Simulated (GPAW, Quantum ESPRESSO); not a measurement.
This is a calculation of Y2Ge3 for Quantum ESPRESSO 7.5. Atoms were shifted at random by some hundredths of an Å from the given cell, which wasn't relaxed again for these runs. The cell comes from a database or a generator and needn't be the stable form of this composition.

The input pw.in:

```
&CONTROL
  calculation = 'scf'
  prefix = 'pwscf'
  outdir = './tmp'
  pseudo_dir = './pseudo'
  tprnfor = .true.
  tstress = .true.
  disk_io = 'nowf'
/
&SYSTEM
  ibrav = 0
  nat = 5
  ntyp = 2
  ecutwfc = 55
  ecutrho = 440
  nbnd = 43
  occupations = 'smearing'
  smearing = 'fd'
  degauss = 0.00367493
/
&ELECTRONS
  conv_thr = 1d-09
  electron_maxstep = 120
  mixing_beta = 0.5
/
ATOMIC_SPECIES
Y     88.9058 Y_pbe_v1.uspp.F.UPF
Ge    72.6300 ge_pbe_v1.4.uspp.F.UPF
CELL_PARAMETERS angstrom
   4.3924264328    0.0000000000    0.0000000000
  -2.1962132164    3.8039528751    0.0000000000
   0.0000000000    0.0000000000    7.1072950000
ATOMIC_POSITIONS crystal
Y      0.0016820000    0.0053600000    0.2636030000
Y      0.0057590000    0.0061860000    0.7246470000
Ge     0.6686720000    0.3550100000   -0.0010880000
Ge     0.6572940000    0.3325150000    0.5066350000
Ge     0.3165290000    0.6610150000   -0.0020320000
K_POINTS automatic
7 7 4 0 0 0
```

Potentials or basis: SSSP 1.3 efficiency PBE.

Launch:

```console
$ OMP_NUM_THREADS=1 pw.x -in pw.in > pw.out
```

Task: Translate it to GPAW 26.7.0 (ASE script). Potentials or basis there: GPAW PAW data sets (gpaw-data 1.2.1), cutoff 600 eV.

Result: As run (cutoffs and basis follow the program's own potentials, and thresholds, step limits or extra output files can differ):

File run.py:

```python
from ase.dft.bandgap import bandgap
from ase.io import read, write
from ase.units import GPa
from gpaw import GPAW, PW

atoms = read('Y2Ge3.xyz')

calc = GPAW(mode=PW(600),
            xc='PBE',
            kpts={'size': (7, 7, 4), 'gamma': True},
            occupations={'name': 'fermi-dirac', 'width': 0.05},
            nbands=34,
            convergence={'density': 1e-05, 'energy': 1e-05},
            maxiter=150,
            txt='gpaw.txt')
atoms.calc = calc
energy = atoms.get_potential_energy()
forces = atoms.get_forces()
stress = atoms.get_stress()
calc.write('gs.gpw')
write('result.traj', atoms)
print(f'Energy: {energy:.6f} eV')
print('Forces (eV/A):')
print(forces.round(4))
print('Stress (GPa):', (stress / GPa).round(3))
print('Fermi level:', round(calc.get_fermi_level(), 4), 'eV')
print(f'Gap: {bandgap(calc)[0]:.4f} eV, direct: {bandgap(calc, direct=True)[0]:.4f} eV')
```

The input Y2Ge3.xyz:

```xyz
5
Lattice="4.3924264328 0.0000000000 0.0000000000 -2.1962132164 3.8039528751 0.0000000000 0.0000000000 0.0000000000 7.1072950000" Properties=species:S:1:pos:R:3 pbc="T T T"
Y     -0.0043836416      0.0203891874      1.8735042839
Y      0.0117102089      0.0235312525      5.1502799999
Ge     2.1574149137      1.3504413102     -0.0077327370
Ge     2.1568417021      1.2648713903      3.6008044023
Ge    -0.0613995329      2.5144699097     -0.0144420234
```

Potentials or basis: GPAW PAW data sets (gpaw-data 1.2.1), pw.

Run with:

```bash
$ OMP_NUM_THREADS=1 python run.py
```

Both were run:

|  | Quantum ESPRESSO | GPAW |
| --- | --- | --- |
| Pressure | 0.5 GPa | 0.5 GPa |
| Largest force | 0.530 eV/Å | 0.549 eV/Å |

The potentials hold 64 and 34 valence electrons a cell.

Pressure is positive in compression.
